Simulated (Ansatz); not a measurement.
**Calculated ¹⁷O NMR of the central transition for CO2 at a changed volume**

Cell: a Materials Project structure (computed, not necessarily an observed phase), relaxed with r2SCAN at fixed cell and then changed (volume scaled by 0.95).

```
C O
1.0
     4.70344    0.00000    0.00000
     0.00000    6.20848    0.00000
     0.00000    0.00000    5.58262
C O
4 8
Direct
  0.50000 0.85374 0.75000
  0.00000 0.35374 0.75000
  0.00000 0.64626 0.25000
  0.50000 0.14626 0.25000
  0.70142 0.14557 0.13625
  0.29858 0.14557 0.36375
  0.79858 0.64557 0.13625
  0.20142 0.35443 0.86375
  0.20142 0.64557 0.36375
  0.79858 0.35443 0.63625
  0.70142 0.85443 0.63625
  0.29858 0.85443 0.86375
```

Atom numbers follow the list; atoms alike are taken as one site, whose name carries the number of the first.

Level of theory: DFT, r2SCAN, plane waves and PAW, scalar-relativistic, 500 eV cutoff, Γ-centred 5×4×4 k-points, Fermi–Dirac smearing 0.02 eV (Ansatz 0.2.0).

¹⁷O has I = 5/2 and Q = -25.58 mb (Pyykkö 2018); at 21.1 T its Larmor frequency is ν₀ = 121.8 MHz. Only the quadrupole interaction is simulated: positions count from each site's isotropic chemical shift, and J coupling is left out, as are shift anisotropy and dipolar coupling, which fast spinning averages.

Question: Simulate the second-order pattern (fast magic-angle spinning, Gaussian broadening 0.08 kHz) of site O (1 C at 1.14 Å).

Answer: The calculation gives C_Q = -3.97 MHz and η = 0.04, so ν_Q = 0.595 MHz and the centre of gravity lies at -6.36 ppm (-0.775 kHz).

```json
{"offset (kHz)": "-2.006", "height": "0"}
{"offset (kHz)": "-1.925", "height": "3"}
{"offset (kHz)": "-1.845", "height": "5"}
{"offset (kHz)": "-1.765", "height": "6"}
{"offset (kHz)": "-1.685", "height": "6"}
{"offset (kHz)": "-1.605", "height": "6"}
{"offset (kHz)": "-1.525", "height": "6"}
{"offset (kHz)": "-1.444", "height": "7"}
{"offset (kHz)": "-1.364", "height": "7"}
{"offset (kHz)": "-1.284", "height": "15"}
{"offset (kHz)": "-1.204", "height": "71"}
{"offset (kHz)": "-1.124", "height": "66"}
{"offset (kHz)": "-1.043", "height": "48"}
{"offset (kHz)": "-0.963", "height": "42"}
{"offset (kHz)": "-0.883", "height": "40"}
{"offset (kHz)": "-0.803", "height": "39"}
{"offset (kHz)": "-0.723", "height": "40"}
{"offset (kHz)": "-0.643", "height": "41"}
{"offset (kHz)": "-0.562", "height": "45"}
{"offset (kHz)": "-0.482", "height": "51"}
{"offset (kHz)": "-0.402", "height": "66"}
{"offset (kHz)": "-0.322", "height": "100"}
{"offset (kHz)": "-0.242", "height": "46"}
{"offset (kHz)": "-0.162", "height": "1"}
```

At O V_zz points along its bond to C (within 1°).

At this changed cell the r2SCAN pressure is 8 GPa. The atoms aren't relaxed in the changed cell (largest force 2.3 eV/Å).
